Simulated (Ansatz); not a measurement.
## Bands of BiTe

```
Bi Te
1.0
     0.00000    3.23500    3.23500
     3.23500    0.00000    3.23500
     3.23500    3.23500    0.00000
Bi Te
1 1
Direct
  0.00000 0.00000 0.00000
  0.50000 0.50000 0.50000
```

Atom numbers follow the list: Bi1, Te2.

Conventional cell: a = 6.470 Å, b = 6.470 Å, c = 6.470 Å, α = 90.00°, β = 90.00°, γ = 90.00°. Around Bi (atom 1) lie 6 Te at 3.23 Å. Te (atom 2) has 6 Bi at 3.23 Å as nearest neighbours.

The geometry is COD entry 9008604, unchecked; take it as a test cell.

No spin–orbit coupling, which matters for the heavy atoms here.

These are results of DFT, LDA, all-electron LAPW, scalar-relativistic (Ansatz 0.2.0), not measurements.

The runs use a Γ-centred 10×10×10 k mesh, Fermi–Dirac smearing of 0.08 eV, basis error target 0.5 meV/atom, no spin polarisation.

Points in fractions of the reciprocal vectors of this cell: Γ (0, 0, 0), X (0.5, 0, 0.5), U (0.625, 0.25, 0.625), K (0.375, 0.375, 0.75), L (0.5, 0.5, 0.5), W (0.5, 0.25, 0.75). The path joins them by straight lines in the order Γ–X–U–K–Γ–L–W–X; legs that retrace an earlier one aren't tabulated. Energies are in eV from the Fermi level.

Q: List the levels at K between -8 and 4.5 eV.

A: -5.25, -3.47, -3.42, 1.97, 1.99, 3.86, 4.32.

Q: List the levels at W between -8 and 4.5 eV.

A: -4.93 (×2), -1.54, -0.27, 3.92 (×2).

Q: List the levels at L between -8 and 4.5 eV.

A: -1.86 (×2), -1.58, -0.86, -0.62 (×2).

Q: What is the band gap?

A: none: with an odd electron count and no spin polarisation the bands can't all be full, a metal in this set-up (spin order or a larger cell could open a gap).
